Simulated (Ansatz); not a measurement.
**Structures of Hf₂Br: which is lowest?**

Plane-wave DFT in Ansatz with scalar-relativistic PAW potentials, cutoff 420 eV, Γ-centred meshes chosen by cell and gap, Gaussian smearing with energies taken to zero width. Every cell was relaxed (cell and atoms) in a run of its own, within the symmetry of its start. Functional: PBE.

Relaxed structures (starts from databases or built by putting these elements on another compound's sites):
A. P6/mmm, 3 atoms in the computed cell, a = 5.191 Å, c = 3.072 Å; sites (symmetry × multiplicity) Hf -6m2 × 2, Br 6/mmm × 1; start: built
B. Fm-3m, 3 atoms in the computed cell, a = 6.503 Å; sites (symmetry × multiplicity) Hf -43m × 8, Br m-3m × 4; start: built

Problem. Rank them by energy. Could pressure change the order?

Solution.
| structure | group | E − E(lowest) (meV/atom) | V (Å³/atom) | gap on mesh (eV) |
| --- | --- | --- | --- | --- |
| B | Fm-3m | 0.0 | 22.92 | 0.00 |
| A | P6/mmm | 169 | 23.89 | 0.00 |

B is lowest, 169 meV/atom under A. The lowest is also the densest of these, so pressure wouldn't bring one of the others in at first order. Other structures may lie lower than all of these, and vibrations aren't counted.

Spin-orbit coupling is left out, which matters for the bands of heavy elements. Spin polarisation was left out, and a magnetic state may lie lower.